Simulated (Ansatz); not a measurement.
**Ansatz 0.2.0, settings compared: BePdS3**

The command:

```bash
ansatz run input.yaml --threads 1 --pin off --max-ram 2560MiB --backend cpu --events-out ev --progress --plain --runs-dir out
```

The input file (Ansatz 0.2.0, plane waves):

```yaml
crystal:
  lattice:
    - [3.2529, 0.0, 0.0]
    - [1.62645, -6.775051, 0.0]
    - [0.0, 0.0, -7.467166]
  atoms:
    - { symbol: Pd, position: [0.998, 0.004, 0.75] }
    - { symbol: Pd, position: [0.002, 0.996, 0.25] }
    - { symbol: S, position: [0.893, 0.214, 0.015] }
    - { symbol: S, position: [0.107, 0.786, 0.515] }
    - { symbol: S, position: [0.675, 0.65, 0.836] }
    - { symbol: S, position: [0.325, 0.35, 0.336] }
    - { symbol: Be, position: [0.2621, 0.4758, 0.012] }
    - { symbol: Be, position: [0.7379, 0.5242, 0.512] }
    - { symbol: S, position: [0.668, 0.664, 0.186] }
    - { symbol: S, position: [0.332, 0.336, 0.686] }
  symmetry: { tolerance: 0.0003 }
kpoints:
  mp_grid: { grid: [6, 6, 3], shift: [0, 0, 0] }
magnetization:
  spin_polarized: false
scf:
  occupations: { method: fermi_dirac, width: 0.0935 }
hamiltonian:
  pseudopotentials: { kind: paw }
  xc: pbe
basis:
  ecutwfc: 420
output:
  forces: true
  stress: true
  eigenvalues: true
```

Origin of the cell: a known structure type with other elements, at an estimated volume, so it need not be a known compound.

Output of this run (shortened):

```
Pseudopotentials: kind: paw
Pseudopotential: Pd, paw, valence charge 18, recommended cutoff 420 eV (normal), Pd.paw.azcp
Pseudopotential: S, paw, valence charge 6, recommended cutoff 420 eV (normal), S.paw.azcp
Pseudopotential: Be, paw, valence charge 2, recommended cutoff 420 eV (normal), Be.paw.azcp
Functional definition: PBE
  exchange = pbe_x(kappa = kappa, mu = beta*pi^2/3)
  correlation = pbe_c(beta = beta)
Crystal: 10 atoms, lattice volume = 164.566 Å³
Basis set: ecut = 420 eV, 3247 PW (Γ), exchange–correlation on 48×96×100 points (8 copies of the dense FFT grid, shifted against one another)
Bands: 48, of which v1, the nominal top of the filled ones, is band 38 counted from 1 (37 counted from 0)
Symmetry: 4 space group operations
Space group: Cmc21 (ITA 36), of the structure as read, at distance tolerance 1.6e-3 Å
[… 7 lines left out …]
Initial density: superposition of atomic densities (neutral atoms: chi_scale 0, normalization atom), corrected by the library's trained network
Functional: x = pbe(κ = 0.804, μ = 0.219515), c = pbe(β = 0.066725)
SCF iter   1: F=—  HF=-19541.843693 eV  Δρ=4.13e-3  dr2=4.07e-2  defer=32
SCF iter   2: F=—  HF=-19541.839803 eV  Δρ=2.50e-3  dr2=2.18e-2  defer=37
SCF iter   3: F=—  HF=-19541.837677 eV  Δρ=7.05e-4  dr2=5.92e-4  defer=37
SCF iter   4: F=—  HF=-19541.837557 eV  Δρ=2.12e-4  dr2=1.89e-4  defer=37
SCF iter   5: F=—  HF=-19541.837548 eV  Δρ=1.22e-4  dr2=4.33e-5  defer=37
SCF iter   6: F=—  HF=-19541.837566 eV  Δρ=3.06e-5  dr2=7.63e-6  defer=37
SCF iter   7: F=—  HF=-19541.837566 eV  Δρ=9.94e-6  dr2=6.00e-7  defer=37
SCF iter   8: F=-19541.837566 eV  HF=-19541.837566 eV  Δρ=2.76e-6  dr2=3.76e-8
SCF 1 converged in 8 iterations: F = -19541.837566 eV  dr2 = 3.76e-8
SCF converged after 8 iterations
Free energy (F): -19541.837566 eV
Harris-Foulkes:  -19541.837566 eV  (|F-HF|=1.23e-8)
Internal energy: -19541.648109 eV  (E = F + TS)
E sigma→0 (E₀):  -19541.742837 eV
Entropy (-TS):   -0.189457 eV (-18.946 meV/atom)
Fermi energy:    8.828105 eV
--- Per-component energies (eV) ---
  E_band       = -559.838132
  E_kinetic    = 1688.723184
  E_local      = -6912.472669  (includes V_loc(G=0)·N_el)
  E_nonlocal   = 618.279302
  E_hartree    = 2857.058767
  E_xc         = -949.698576
  E_vxc        = -976.790218  (∫ρ·V_xc dr)
  E_paw        = -11221.052778  (= ΣΔE_a)
  E_vpaw       = -691.701272  (= ΣTr[D̂ρ^β])
  E_aug_tail   = 0.000418  (compensation charges beyond the density's cutoff)
  E_ewald      = -5622.485758
  E_smearing   = -0.189457  (= −TS)
  Σ components = -19541.837566   (vs F -19541.837566, Δ=0.00e0)
--- Forces (eV/Å), atoms counted from 1 ---
  atom   1  Pd     0.000000    -0.548531    -0.618270
  atom   2  Pd     0.000000     0.548531    -0.618270
  atom   3  S      0.000000    -0.125147     0.591742
[… 2 lines left out …]
  atom   6  S      0.000000     0.610878    -1.308926
  atom   7  Be     0.000000     0.221613     0.104533
  atom   8  Be     0.000000    -0.221613     0.104533
  atom   9  S     -0.000000    -0.991907     1.230920
  atom  10  S     -0.000000     0.991907     1.230920
  max |Σ_I F_I| component: 2.01e-6 eV/Å
--- Stress (GPa, compression-positive) ---
       -3.671192       0.000000       0.000000
        0.000000     -10.543800       0.000000
        0.000000       0.000000      -1.381535
  P = ⅓ Tr σ = -5.1988 GPa (-51.988 kbar)
```

The same input was run again with these changes:

1. `basis.ecutwfc` 420 → "500 eV"
2. `basis.xc_grid` default → 4
3. `basis.ecutwfc` 420 → "33.1 Ry"
4. `hamiltonian.hubbard` default → { sites: [{ species: Pd, l: d, u_eff: 4.0 }], double_counting: fll }; `hamiltonian.xc` pbe → r2scan; `crystal.symmetry` { tolerance: 0.0003 } → { detect: false }

```tsv
run	end	SCF iterations	P (GPa)	max force component (eV/Å)	moment (μB)	ΔE(σ→0) (meV/atom)
base	converged	8	-5.20	1.309	–	0
1	converged	8	-5.20	1.309	–	-0.64
2	converged	8	-5.20	1.309	–	0.00
3	converged	8	-5.20	1.309	–	-0.26
4	converged	11	-5.39	1.731	–	–
```

Energies are compared only where functional, datasets, charge and starting cell are the same.

Caveats of the base run: the k mesh is coarse if the cell is a metal.

Run 4: the cutoff lies below the datasets' advice.

The base run took 16 s on 1 thread of Intel(R) Xeon(R) Platinum 8259CL CPU @ 2.50GHz (Skylake/Cascade Lake), with other jobs on the host, peak memory 0.5 GiB, from the program's own first density.
